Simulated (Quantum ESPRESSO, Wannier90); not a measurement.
Tight-binding from DFT: HgSe (zinc blende)

```
begin unit_cell_cart
ang
    0.0000000000    3.0963250000    3.0963250000
    3.0963250000    0.0000000000    3.0963250000
    3.0963250000    3.0963250000    0.0000000000
end unit_cell_cart
begin atoms_frac
Hg   0.0000000000  0.0000000000  0.0000000000
Se   0.2500000000  0.2500000000  0.2500000000
end atoms_frac
```

Structure: Materials Project mp-820, symmetrised, not relaxed again. COD (Crystallography Open Database) has an entry of this formula and space group (matched by these alone). Computed values, not measurements, from PBEsol: Quantum ESPRESSO (norm-conserving PseudoDojo potentials, cutoff 69 Ry, spinors with spin-orbit coupling) on a Γ-centred 6×6×6 mesh, then Wannier90. Density: 8×8×8 mesh, cold smearing 0.01 Ry. With spin-orbit coupling a semilocal functional can close or falsely invert a small gap; the band order was not checked against a better method.

A tight-binding model is made by disentanglement and projection with no localisation steps (num_iter = 0), so the 26 orbitals stay atom-like: hydrogen-like Hg: s;p;d; Se: s;p, axes along x, y, z; frozen window up to 1.50 eV relative to the Fermi level. It follows pw.x to 1.7 meV rms for states up to 1.0 eV relative to the Fermi level. Matrix elements depend on this choice of orbitals and windows.

The 20 largest hoppings ⟨m,0|H|n,R⟩ between different sites (one of each Hermitian pair; signs follow the real orbitals' lobes; the list may end inside a set of equal values):

```tsv
m	n	R	distance of the centres (Å)	t (eV)	Im t (eV)
Se2 px↑	Hg1 py↑	0 0 0	2.68	1.177	0.035
Se2 px↓	Hg1 py↓	0 0 0	2.68	1.177	-0.035
Se2 py↑	Hg1 px↑	0 0 0	2.68	1.177	-0.035
Se2 py↓	Hg1 px↓	0 0 0	2.68	1.177	0.035
Se2 px↑	Hg1 py↑	0 0 1	2.68	1.177	0.035
Se2 px↓	Hg1 py↓	0 0 1	2.68	1.177	-0.035
Se2 py↑	Hg1 px↑	0 0 1	2.68	1.177	-0.035
Se2 py↓	Hg1 px↓	0 0 1	2.68	1.177	0.035
Se2 px↑	Hg1 py↑	0 1 0	2.68	-1.177	0.035
Se2 px↓	Hg1 py↓	0 1 0	2.68	-1.177	-0.035
Se2 py↑	Hg1 px↑	0 1 0	2.68	-1.177	-0.035
Se2 py↓	Hg1 px↓	0 1 0	2.68	-1.177	0.035
Se2 px↑	Hg1 py↑	1 0 0	2.68	-1.177	0.035
Se2 px↓	Hg1 py↓	1 0 0	2.68	-1.177	-0.035
Se2 py↑	Hg1 px↑	1 0 0	2.68	-1.177	-0.035
Se2 py↓	Hg1 px↓	1 0 0	2.68	-1.177	0.035
Se2 pz↑	Hg1 px↑	0 0 0	2.68	1.177	-0.020
Se2 pz↑	Hg1 py↑	0 0 0	2.68	1.177	0.020
Se2 pz↓	Hg1 px↓	0 0 0	2.68	1.177	0.020
Se2 pz↓	Hg1 py↓	0 0 0	2.68	1.177	-0.020
```
